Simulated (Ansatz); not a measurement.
## What is wrong with this input? (Ta₄O)

The input below was meant for crystalline Ta₄O, with PBEsol, plane waves and PAW in Ansatz.

```yaml
crystal:
  lattice:
    - [3.257497, 0.0, 0.0]
    - [0.0, 3.257497, 0.0]
    - [0.0, 0.0, 7.409341]
  atoms:
    - { symbol: Ta, position: [0.0, 0.0, 0.5] }
    - { symbol: Ta, position: [0.5, 0.5, 0.783158] }
    - { symbol: Ta, position: [0.5, 0.5, 0.216842] }
    - { symbol: Ta, position: [0.0, 0.0, 0.0] }
    - { symbol: O, position: [0.5, 0.5, 0.5] }
basis:
  ecutwfc: 420
kpoints:
  mp_grid: { grid: [12, 12, 6] }
hamiltonian:
  xc: pbesol
scf:
  occupations: { method: gaussian, width: 0.1 }
  max_iter: 2
  convergence: { accept_max_iter: true }
  initial_density: { chi_scale: 0, normalization: atom }
output:
  forces: true
  stress: true
  eigenvalues: true
```

Command:

```bash
ansatz run input.yaml --threads 1 --pin off --max-ram 2560MiB --backend cpu --events-out ev --progress --plain --runs-dir out
```

From the log (HF is the Harris–Foulkes energy, dr2 the density residual in eV):

```text
Warning: output.stress: scf.convergence.accept_max_iter lets an SCF close with its threshold on dr2 unmet. What such a close leaves in the stress no threshold then bounds, and a free energy that looks settled does not show it. To mend it, remove scf.convergence.accept_max_iter
Pseudopotential: Ta, paw, valence charge 13, recommended cutoff 420 eV (normal)
Pseudopotential: O, paw, valence charge 6, recommended cutoff 420 eV (normal)
Crystal: 5 atoms, lattice volume = 78.623 Å³
Basis set: ecut = 420 eV, 1569 PW (Γ), exchange–correlation on 48×48×100 points (8 copies of the dense FFT grid, shifted against one another)
Bands: 35, of which v1, the nominal top of the filled ones, is band 29 counted from 1 (28 counted from 0)
Symmetry: 16 space group operations
Space group: P4/mmm (ITA 123), of the structure as read, at distance tolerance 4.3e-5 Å
k-points: 112 of 864
PAW frozen core: Ta, regenerated for the run's functional, and the local potential with it (the file was generated under x = pbe(κ = 0.804, μ = 0.2195), c = pbe(β = 0.0667))
PAW frozen core: O, regenerated for the run's functional, and the local potential with it (the file was generated under x = pbe(κ = 0.804, μ = 0.2195), c = pbe(β = 0.0667))
Initial density: superposition of atomic densities
SCF iter   1: HF=-39790.012921 eV  Δρ=7.98e-2  dr2=2.12e1
SCF iter   2: F=-39784.357115 eV  HF=-39787.892225 eV  Δρ=3.69e-2  dr2=3.99e0
stopped at the declared iteration budget: scf.max_iter = 2 spent with dr2 = 4.0e0 eV against the standard gate 1.0e-7 eV (scf.convergence.accept_max_iter; the run is reported unconverged — every observable carries the unconverged density's error)
SCF 1 stopped at its iteration budget after 2 iterations (unconverged): F = -39784.357115 eV  dr2 = 3.99e0
SCF stopped at the declared iteration budget after 2 iterations (unconverged)
Free energy (F): -39784.357115 eV
E sigma→0 (E₀):  -39784.351745 eV
Entropy (-TS):   -0.010739 eV (-2.148 meV/atom)
Fermi energy:    18.808474 eV
--- Forces (eV/Å), atoms counted from 1 ---
  atom   1  Ta     0.00000000    -0.00000000     0.00000000
  atom   2  Ta     0.00000000     0.00000000     1.13188760
  atom   3  Ta     0.00000000     0.00000000    -1.13188760
  atom   4  Ta     0.00000000     0.00000000     0.00000000
  atom   5  O      0.00000000     0.00000000     0.00000000
--- Stress (GPa, compression-positive) ---
        0.318751       0.000000       0.000000
        0.000000       0.318751       0.000000
        0.000000       0.000000     -18.379011
  P = ⅓ Tr σ = -5.9138 GPa (-59.138 kbar)
```

Problem. What is wrong, and how is it cured?

Solution. The fault is an unconverged density accepted at the iteration limit. The numbers come from a density that isn't self-consistent. The cure is a higher limit and no acceptance.

Fix (which also takes the starting density of the reference run):

```diff
 scf:
-  max_iter: 2
-  convergence: { accept_max_iter: true }
-  initial_density: { chi_scale: 0, normalization: atom }
```

With the mended input the run converges and gives a pressure of -8.16 GPa, a largest force of 0.094 eV/Å, no gap.

The mended run took 23 s on 1 thread of Arm Neoverse V1, with other jobs on the host, peak memory 0.46 GiB.